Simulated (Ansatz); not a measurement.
# LiB2, before and after

A trial structure of LiB2 was built thus: 4-, 6-connected net, elements by coordination (P-6m2, No. 187). Lengths were set from tabulated atomic sizes, so they are only a guess.

POSCAR.start

```
Li B
1.0
     2.84062    0.00000    0.00000
    -1.42031    2.46005    0.00000
     0.00000    0.00000    4.47791
Li B
1 2
Direct
  0.00000 0.00000 0.00000
  0.66667 0.33333 0.72496
  0.66667 0.33333 0.27504
```

The calculation used DFT PBE, scalar-relativistic, plane waves, PAW in Ansatz 0.2.0. Cutoff 420 eV, Gaussian smearing, Γ-centred meshes. Cell and atoms relax first on a coarse mesh and then on a finer one. In between, the cell is made exact in the group found at 0.06 Å. In metals the finer mesh still leaves noise of several meV/atom or more. The steps can't lower the symmetry of their start. No spin polarisation.

POSCAR.end

```
Li B
1.0
     2.22489    0.00000    0.00000
    -1.11245    1.92681    0.00000
     0.00000    0.00000    5.33239
Li B
1 2
Cartesian
  0.0000 0.0000 0.0000
  1.1124 0.6423 3.5131
  1.1124 0.6423 1.8193
```

The symmetry stays P-6m2 (No. 187). The volume per atom shrinks by 26.9 %, from 10.4 to 7.6 Å³. The shortest distance goes from 2.01 Å (B–B) to 1.69 Å (B–B). The ratio c/a of the conventional cell changes by a factor of 1.52. The energy falls by about 0.84 eV/atom (the start's value is from the coarse mesh).

- Volume per atom: 7.62 Å³
- Density: 2.07 g/cm³
- Formation energy: +0.88 eV/atom
- Gap on the 24×24×10 mesh of the 3-atom cell: 0 eV (a metal)

Formation energies are uncorrected and refer to the elements' standard structures at the same level. It can't be a ground state, since the elements alone are lower.

The last run used Gaussian smearing of 0.10 eV. The cell is a metal run without spin; a magnetic state may lie lower. A structure relaxed within its symmetry needn't be a true minimum. In all, the 4 runs took 110 s on 1 thread of AMD EPYC 7R43 64-Core Processor (Zen 3), with other jobs on the host. Another cell of LiB2 relaxed alike, in R-3m, lies 287 meV/atom lower, so this cell isn't the stable form at this level.
